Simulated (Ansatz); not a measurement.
Trial structure of NbSnSb3, not yet relaxed:

```cif
data_structure
_symmetry_space_group_name_H-M 'R-3m:H'
_symmetry_Int_Tables_number 166
_cell_length_a 7.3571
_cell_length_b 7.3571
_cell_length_c 18.2362
_cell_angle_alpha 90.000
_cell_angle_beta 90.000
_cell_angle_gamma 120.000
_cell_volume 854.83
loop_
_atom_site_label
_atom_site_type_symbol
_atom_site_symmetry_multiplicity
_atom_site_Wyckoff_symbol
_atom_site_fract_x
_atom_site_fract_y
_atom_site_fract_z
_atom_site_occupancy
Nb1 Nb 3 a 0.00000 0.00000 0.00000 1
Nb2 Nb 3 b 0.33333 0.66667 0.16667 1
Sn1 Sn 6 c 0.66667 0.33333 0.06067 1
Sb1 Sb 9 d 0.33333 0.16667 0.16667 1
Sb2 Sb 9 e 0.00000 0.50000 0.00000 1
```

Theory: Ansatz, DFT PBE, scalar-relativistic, plane waves, PAW. Settings: cutoff 420 eV, Γ-centred mesh 3×3×3 on the computed 10-atom cell, Gaussian smearing of 0.10 eV; no spin polarisation.

Energies over the elements count from the elements' standard structures at the same level, with no fitted energy shifts. The references include grey tin.

Question: What does a single point on this coarse mesh give?

Answer: The pressure is 12.1 GPa (the mean over three directions, positive in compression), the largest force is 6.51 eV/Å, and the energy is +1.85 eV/atom against the elements. The shortest distance is 2.39 Å.

Question: How much does it gain on relaxing, and where does it end?

Answer: Relaxing gains about 1.2 eV/atom (the start's value is from the coarse mesh, so the gain is rough) in 32 ionic steps and ends at +0.69 eV/atom on the finer mesh. The symmetry stays R-3m (No. 166). The volume per atom grows by 22.2 %, from 28.5 to 34.8 Å³. The shortest distance goes from 2.39 Å (Sn–Sb) to 3.07 Å (Nb–Sb and Sb–Sb). Conventional cell: a = 6.141 Å, c = 15.995 Å. Around Nb lie 6 Sb at 3.07 Å; Sn is surrounded by 6 Sb at 3.20 Å; Sb is surrounded by 4 Sb at 3.07 Å, 2 Nb at 3.07 Å and 2 Sn at 3.20 Å.

The last run used collinear spin, a 6×6×6 mesh for its 5-atom cell and Gaussian smearing of 0.10 eV. Spin–orbit coupling, which can matter for Sb, is left out. The magnetic state reached may not be the lowest. The relaxation can't lower the symmetry of the start. A structure relaxed within its symmetry needn't be a true minimum.
